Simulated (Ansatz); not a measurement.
Space group Pnma (No. 62). a = 5.798 Å, b = 3.543 Å, c = 6.283 Å, α = 90.00°, β = 90.00°, γ = 90.00°
```
atom site symmetry x y z
  Ge    4c       .m.  0.8144  0.7500  0.5770
  Pd    4c       .m.  0.9968  0.7500  0.1911
```

Equation of state of this GePd structure (not necessarily the ground state), with shape and atoms relaxed at each volume where symmetry leaves them free. It has no gap at any of these volumes. Method: Ansatz 0.2.0, DFT r2SCAN, scalar-relativistic, plane waves, PAW.

Settings: cutoff 500 eV, Γ-centred mesh 6×10×6 on the computed 8-atom cell, Gaussian smearing of 0.10 eV; no spin polarisation.

| V (Å³/atom) | E − E(largest V) (meV/atom) | P (GPa) |
| --- | --- | --- |
| 14.197 | 72.22 | 24.27 |
| 14.681 | 11.17 | 16.44 |
| 15.165 | -28.26 | 9.91 |
| 15.649 | -49.69 | 4.50 |
| 16.133 | -56.23 | -0.01 |
| 16.617 | -50.40 | -3.74 |
| 17.101 | -34.30 | -6.81 |
| 17.746 | 0.00 | -10.06 |

Question: Fit a third-order Birch–Murnaghan equation to E(V).

Answer: V0 = 16.13 Å³/atom, B0 = 136 GPa, B0' = 5.2.

Cost: 8 runs of about 40 core-minutes in all, on Oxide Virtual Turin-like Processor (Zen 5) (shared hosts).